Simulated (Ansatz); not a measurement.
# Computed properties of Nb3In

Nb₃In (A15 (Cr3Si type), Pm-3n), a = b = c = 5.3070 Å, α = β = γ = 90.00°.

Space group Pm-3n (No. 223), A15 (Cr3Si type); conventional cell a = b = c = 5.307 Å, α = β = γ = 90.00°.

Method: plane-wave PAW r²SCAN (Ansatz code). Structure relaxed to zero pressure with the same functional. Other levels are named where they apply.

Cell and energy:

* **Volume per atom**: 18.68 Å³
* **Density**: 8.74 g/cm³
* **Formation energy from the elements (no fitted shifts)**: -0.054 eV/atom

Electronic structure:

- Electronic character: metallic (no gap)
- Density of states at the Fermi level: 1.8 states/eV per atom (mean over ±0.08 eV)
- Gap with spin–orbit coupling: none (metallic)

Mechanics:

- Bulk modulus (Birch–Murnaghan fit) = 161 GPa
- Pressure derivative B′ = 4.2

Charges:

- Bader charges = Nb +0.26, In -0.79 e

The workflow started from an entry of the Crystallography Open Database (COD). Whether it is the stable phase at ambient conditions was not checked. The cell was relaxed with r²SCAN under the symmetry of its start; whether a distortion lowers the energy is not shown. The run is not spin-polarised. The references are the lowest solids computed at this level, not always the standard phases. Spin–orbit coupling is left out wherever it is not named.

Potentials: the later of the program's two PAW sets.
